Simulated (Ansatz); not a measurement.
# ZnPt3 in Ansatz, single run

The command:

```bash
ansatz run input.yaml --threads 1 --pin off --max-ram 2560MiB --backend cpu --events-out ev --progress --plain --runs-dir out
```

input.yaml:

```yaml
crystal:
  lattice:
    - [3.800342, 0.0, 0.0]
    - [0.0, 3.800342, 0.0]
    - [0.0, 0.0, 3.82068]
  atoms:
    - { symbol: Pt, position: [0.0, 0.5, 0.5] }
    - { symbol: Pt, position: [0.5, 0.0, 0.5] }
    - { symbol: Zn, position: [0.0, 0.0, 0.0] }
    - { symbol: Pt, position: [0.5, 0.5, 0.0] }
  symmetry: { detect: false }
kpoints:
  mp_grid: { grid: [5, 5, 5], shift: [0, 0, 0] }
magnetization:
  spin_polarized: false
scf:
  occupations: { method: gaussian, width: 0.2231 }
hamiltonian:
  pseudopotentials: { kind: paw }
  xc: r2scan
basis:
  ecutwfc: 500
output:
  forces: true
  stress: true
  eigenvalues: true
```

Origin of the cell: a known structure type with other elements, at an estimated volume, so it need not be a known compound.

Output (shortened):

```
SCF iter   1: F=—  HF=-40937.246617 eV  Δρ=1.63e-2  dr2=9.74e-2  dr2_τ=6.43e-2
SCF iter   2: F=—  HF=-40937.267125 eV  Δρ=6.32e-3  dr2=1.85e-2  dr2_τ=1.85e-3  defer=28
SCF iter   3: F=—  HF=-40937.267177 eV  Δρ=4.17e-3  dr2=4.54e-3  dr2_τ=3.10e-4  defer=28
SCF iter   4: F=—  HF=-40937.266721 eV  Δρ=1.20e-3  dr2=4.74e-4  dr2_τ=2.93e-5  defer=28
SCF iter   5: F=—  HF=-40937.266957 eV  Δρ=3.60e-4  dr2=7.41e-5  dr2_τ=2.06e-6  defer=28
SCF iter   6: F=—  HF=-40937.267003 eV  Δρ=8.13e-5  dr2=3.57e-6  dr2_τ=4.24e-7  defer=28
SCF iter   7: F=—  HF=-40937.267006 eV  Δρ=4.19e-5  dr2=6.34e-7  dr2_τ=4.87e-8  defer=28
SCF iter   8: F=—  HF=-40937.267006 eV  Δρ=1.47e-5  dr2=1.12e-7  dr2_τ=2.13e-8  defer=28
SCF iter   9: F=-40937.267006 eV  HF=-40937.267006 eV  Δρ=6.28e-6  dr2=2.98e-8  dr2_τ=6.74e-9
SCF 1 converged in 9 iterations: F = -40937.267006 eV  dr2 = 2.98e-8
SCF converged after 9 iterations
Free energy (F): -40937.267006 eV
Harris-Foulkes:  -40937.267006 eV  (|F-HF|=1.85e-8)
Internal energy: -40937.181320 eV  (E = F + TS)
E sigma→0 (E₀):  -40937.224163 eV
Entropy (-TS):   -0.085687 eV (-21.422 meV/atom)
Fermi energy:    22.230470 eV
--- Per-component energies (eV) ---
  E_band       = -312.829583
  E_kinetic    = 2056.355305
  E_local      = -5694.422912  (includes V_loc(G=0)·N_el)
  E_nonlocal   = 1222.800659
  E_hartree    = 2206.690900
  E_xc         = -880.164591
  E_vxc        = -1075.034969  (∫ρ·V_xc dr)
  E_paw        = -30290.077372  (= ΣΔE_a)
  E_vpaw       = -1304.202897  (= ΣTr[D̂ρ^β])
  E_aug_tail   = 0.000405  (compensation charges beyond the density's cutoff)
  E_vtau       = 68.295386  (kinetic-family band-sum trace: ∫τ·v_τ [+ j·A + Jᵃ·Aᵃ] dr)
  E_ewald      = -9557.486611
  E_core_change = -0.877102  (= ΣΔE_core)
  E_smearing   = -0.085687  (= −TS)
  Σ components = -40937.267006   (vs F -40937.267006, Δ=0.00e0)
--- Forces (eV/Å), atoms counted from 1 ---
  atom   1  Pt     0.000000    -0.000000     0.000000
  atom   2  Pt     0.000000    -0.000000    -0.000000
  atom   3  Zn     0.000000    -0.000000    -0.000000
  atom   4  Pt     0.000000    -0.000000    -0.000000
  max |Σ_I F_I| component: 1.51e-7 eV/Å
--- Stress (GPa, compression-positive) ---
       20.257671      -0.000000      -0.000000
       -0.000000      20.257737       0.000000
       -0.000000       0.000000      19.538359
  P = ⅓ Tr σ = 20.0179 GPa (200.179 kbar)
```

Caveats: no moments, though an odd count or open d shells may carry them; no spin-orbit coupling, though heavy elements are present; the k mesh is coarse if the cell is a metal; wide smearing.

The run took 14 s on 1 thread of Intel(R) Xeon(R) 6975P-C (Granite Rapids), on a shared host, peak memory 0.6 GiB, from the program's own first density.
